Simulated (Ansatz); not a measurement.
MgS$_{2}$:
```
MgS2
1.0
    3.25717     2.05530     0.00000
   -3.25717     2.05530     0.00000
   -2.19658     0.00000     4.50606
Mg S
1 2
Cartesian
 -1.09829   2.05530   2.25303
  1.19086   2.05530   3.46547
 -3.38744   2.05530   1.04059
```

Tensor components refer to the Cartesian frame of this cell.

Task: Give the high-frequency dielectric tensor and the Born effective charge tensors of the independent atoms from DFPT, plane-wave PAW PBEsol (Ansatz code).

Result: 
ε∞:
```
 6.11   0.00  -1.89
 0.00   4.77   0.00
-1.89   0.00   9.80
```
Z* of atom 1 (Mg), rows: field, columns: displacement, in e:
```
2.24  0.00  0.01
0.00  2.44  0.00
0.04  0.00  2.01
```
Z* of atom 2 (S), rows: field, columns: displacement, in e:
```
-1.12   0.00  -0.01
 0.00  -1.22   0.00
-0.02   0.00  -1.01
```

Static charges for comparison (Bader): Mg1 +1.65, S2 -0.82 e. Born charges measure polarisation by displacement and can exceed these by far.

Space group C2/m. The workflow started from a Materials Project entry (that database holds measured and hypothetical structures alike); the Crystallography Open Database copy checked does not list it. Its standing as an ambient phase is unchecked. Symmetry was held in the PBEsol relaxation; its stability against distortions is not shown here.

Potentials: the later of the program's two PAW sets.
